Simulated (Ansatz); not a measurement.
# Calculated with Ansatz: K₂OsCl₄F₂, settings compared

The command:

```bash
ansatz run input.yaml --threads 1 --pin off --max-ram 2560MiB --backend cpu --events-out ev --progress --plain --runs-dir out
```

The input file (Ansatz 0.2.0, plane waves):

```yaml
crystal:
  lattice:
    - [-3.566087, 3.566087, 4.464368]
    - [3.566087, -3.566087, 4.464368]
    - [3.566087, 3.566087, -4.464368]
  atoms:
    - { symbol: K, position: [0.75, 0.25, 0.5] }
    - { symbol: K, position: [0.25, 0.75, 0.5] }
    - { symbol: Os, position: [0.0, 0.0, 0.0] }
    - { symbol: F, position: [0.1999, 0.1999, 0.0] }
    - { symbol: F, position: [0.8001, 0.8001, 0.0] }
    - { symbol: Cl, position: [0.2406, 0.2406, 0.4812] }
    - { symbol: Cl, position: [0.2406, 0.7594, 0.0] }
    - { symbol: Cl, position: [0.7594, 0.7594, 0.5188] }
    - { symbol: Cl, position: [0.7594, 0.2406, 0.0] }
  symmetry: { tolerance: 0.0003 }
kpoints:
  mp_grid: { grid: [4, 4, 4], shift: [0, 0, 0] }
magnetization:
  spin_polarized: false
scf:
  occupations: { method: cold, width: 0.0179 }
hamiltonian:
  pseudopotentials: { kind: paw }
  xc: r2scan
basis:
  ecutwfc: 500
output:
  forces: true
  stress: true
  eigenvalues: true
```

Origin of the cell: a known structure type with other elements, at an estimated volume, so it need not be a known compound.

Output of this run (shortened):

```
Pseudopotentials: kind: paw
Pseudopotential: K, paw, valence charge 9, recommended cutoff 500 eV (meta_gga), K.paw.azcp
Pseudopotential: Os, paw, valence charge 16, recommended cutoff 500 eV (meta_gga), Os.paw.azcp
Pseudopotential: F, paw, valence charge 7, recommended cutoff 500 eV (meta_gga), F.paw.azcp
Pseudopotential: Cl, paw, valence charge 7, recommended cutoff 500 eV (meta_gga), Cl.paw.azcp
Functional definition: r2SCAN
  exchange = r2scan_x(k0 = k0, k1 = k1, a1 = a1)
  correlation = r2scan_c
Crystal: 9 atoms, lattice volume = 227.093 Å³
Basis set: ecut = 500 eV, 5765 PW (Γ), exchange–correlation on 200×200×200 points (64 copies of the dense FFT grid, shifted against one another)
Bands: 47, of which v1, the nominal top of the filled ones, is band 38 counted from 1 (37 counted from 0)
[… 15 lines left out …]
Initial density: superposition of atomic densities (neutral atoms: chi_scale 0, normalization atom), corrected by the library's trained network
Functional: x = r2scan, c = r2scan; τ floored in thin density (d = 2e-4 eV/Å³)
SCF iter   1: F=—  HF=-20444.897914 eV  Δρ=7.99e-3  dr2=1.22e-1  dr2_τ=2.46e-1
SCF iter   2: F=—  HF=-20445.005725 eV  S|Δr|=    0.00e0  Δρ=5.07e-3  dr2=6.77e-2  dr2_τ=2.61e-3  defer=39
SCF iter   3: F=—  HF=-20445.002609 eV  S|Δr|=    0.00e0  Δρ=4.13e-3  dr2=5.33e-2  dr2_τ=1.02e-3  defer=39
SCF iter   4: F=—  HF=-20444.996866 eV  S|Δr|=    0.00e0  Δρ=3.33e-3  dr2=3.56e-2  dr2_τ=6.70e-4  defer=39
SCF iter   5: F=—  HF=-20444.989380 eV  S|Δr|=    0.00e0  Δρ=1.97e-3  dr2=9.41e-3  dr2_τ=3.59e-4  defer=39
[… 3 lines left out …]
SCF iter   9: F=—  HF=-20444.987006 eV  S|Δr|=    0.00e0  Δρ=4.66e-4  dr2=6.06e-4  dr2_τ=1.48e-5  defer=37
SCF iter  10: F=—  HF=-20444.986886 eV  S|Δr|=    0.00e0  Δρ=1.21e-4  dr2=4.16e-5  dr2_τ=2.88e-6  defer=37
SCF iter  11: F=—  HF=-20444.986743 eV  S|Δr|=    0.00e0  Δρ=2.70e-5  dr2=2.54e-6  dr2_τ=1.01e-7  defer=37
SCF iter  12: F=—  HF=-20444.986744 eV  S|Δr|=    0.00e0  Δρ=9.11e-6  dr2=1.92e-7  dr2_τ=2.14e-8  defer=37
SCF iter  13: F=-20444.986744 eV  HF=-20444.986744 eV  S|Δr|=    0.00e0  Δρ=2.55e-6  dr2=1.24e-8  dr2_τ=2.59e-9
SCF 1 converged in 13 iterations: F = -20444.986744 eV  dr2 = 1.24e-8
SCF converged after 13 iterations
Stability not checked: this state was not tested for a lower state beside it, because cold or Methfessel-Paxton smearing, or corrected tetrahedra, fill the levels in a way that the test cannot read (fill_not_monotonic; […]
Free energy (F): -20444.986744 eV
Harris-Foulkes:  -20444.986744 eV  (|F-HF|=1.85e-9)
Internal energy: -20444.985154 eV  (E = F + TS)
E sigma→0 (E₀):  -20444.986214 eV
Entropy (-TS):   -0.001590 eV (-0.177 meV/atom)
Fermi energy:    3.820560 eV
--- Per-component energies (eV) ---
  E_band       = -872.280764
  E_kinetic    = 2128.444277
  E_local      = -6703.449723  (includes V_loc(G=0)·N_el)
  E_nonlocal   = 283.278322
  E_hartree    = 2586.068872
  E_xc         = -1091.968476
  E_vxc        = -1452.635646  (∫ρ·V_xc dr)
  E_paw        = -13686.785115  (= ΣΔE_a)
  E_vpaw       = -386.478485  (= ΣTr[D̂ρ^β])
  E_aug_tail   = 0.002017  (compensation charges beyond the density's cutoff)
  E_vtau       = 86.421796  (kinetic-family band-sum trace: ∫τ·v_τ [+ j·A + Jᵃ·Aᵃ] dr)
  E_ewald      = -3959.189535
  E_core_change = -1.385793  (= ΣΔE_core)
  E_smearing   = -0.001590  (= −TS)
  Σ components = -20444.986744   (vs F -20444.986744, Δ=0.00e0)
--- Forces (eV/Å), atoms counted from 1 ---
[… 4 lines left out …]
  atom   5  F     -0.000000     0.000000    -4.159501
  atom   6  Cl    -0.505443    -0.505443     0.000000
  atom   7  Cl     0.505443    -0.505443     0.000000
  atom   8  Cl     0.505443     0.505443     0.000000
  atom   9  Cl    -0.505443     0.505443     0.000000
  max |Σ_I F_I| component: 1.11e-16 eV/Å
--- Stress (GPa, compression-positive) ---
       -2.981841       0.000000       0.000000
        0.000000      -2.981841      -0.000000
       -0.000000       0.000000       9.169053
  P = ⅓ Tr σ = 1.0685 GPa (10.685 kbar)
```

The same input was run again with these changes:

1. `scf.occupations.method` cold → gaussian; `scf.occupations.width` 0.0179 → 0.05
2. `scf.mixing.preconditioner` default → resta; `kpoints.mp_grid.grid` [4, 4, 4] → [3, 3, 3]
3. `scf.eigensolver.kind` default → davidson; `basis.precision` default → f64
4. `hamiltonian.hubbard` default → { sites: [{ species: K, l: f, u_eff: 4.0 }] }; `scf.max_iter` default → 100

| run | end | SCF iterations | P (GPa) | max force component (eV/Å) | gap on mesh (eV) | moment (μB) | ΔE(σ→0) (meV/atom) |
| --- | --- | --- | --- | --- | --- | --- | --- |
| base | converged | 13 | 1.07 | 4.160 | none | – | 0 |
| 1 | converged | 12 | 1.09 | 4.152 | none | – | -0.26 |
| 2 | converged | 8 | 1.05 | 4.166 | none | – | -0.97 |
| 3 | converged | 12 | 1.07 | 4.160 | none | – | 0.00 |
| 4 | input refused | 0 | – | – | – | – | – |

Energies are compared only where functional, datasets, charge and starting cell are the same.

Caveats of the base run: no moments, though an odd count or open d shells may carry them; no spin-orbit coupling, though heavy elements are present; the k mesh is coarse if the cell is a metal.

The base run ran for 30 s on 1 thread of Arm Neoverse V2, on a shared host, peak memory 1.1 GiB, from the program's own first density.
